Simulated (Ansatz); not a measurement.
The start is a relaxed Ni cell, doubled along one cell vector, shaken by Gaussian noise of σ = 0.08 Å a coordinate. The cell and all atomic positions are relaxed at zero pressure with r2SCAN (plane waves to 500 eV, PAW, scalar-relativistic; Ansatz, a first-principles code). The first steps use a coarse 7×14×14 k-mesh.

Starting cell:
```yaml
crystal:
  lattice:
    - [4.60996, 0.00000, 0.00000]
    - [0.00000, 2.30498, 0.00000]
    - [0.00000, 0.00000, 2.30498]
  atoms:
    - { symbol: Ni, position: [0.99706, 0.99952, 0.95251] }
    - { symbol: Ni, position: [0.49069, 0.95669, 0.96781] }
```
Spin-polarised start, with parallel moments on Ni.

### Question
Does it find its way back to the structure it was made from?

### Answer
It does not go back: it reaches Fm-3m (No. 225), fcc (Cu type), 0.79 eV/atom below the parent.

### Question
How do the shortest distances between atoms change?

### Answer
The closest pairs of elements (up to four, under 3.6 Å), start → end: Ni–Ni 2.28 → 2.46 Å.

### Question
Is the relaxed structure metallic? Give its gap.

### Answer
No gap (metallic).

### Question
What magnetic moments remain?

### Answer
Net 0.74 μB/atom, ferromagnetic.

### Question
Write out the relaxed structure.

### Answer

Space group Fm-3m (No. 225); a = b = c = 3.478 Å, α = β = γ = 90.00°

```tsv
atom	site	symmetry	x	y	z
Ni	4b	m-3m	0.5000	0.5000	0.5000
```
(The calculation used a cell of 1 atom; values per cell refer to that cell.)

Final values are on a 23×23×23 k-mesh of the relaxed cell. Spin state reached: ferromagnetic (net 0.74 μB/atom), from parallel starting moments; other spin orders were not run from this start. r2SCAN tends to overstate moments in metals.

The run could not lose the symmetry of its start.

Of the parent cell (Pm-3m (No. 221)): it is a generated cell of Ni: the first start was made by placing the elements on the sites of a structure type, and the end was not matched to a known phase here, so it may be hypothetical. Known forms of Ni include space group No. 225.
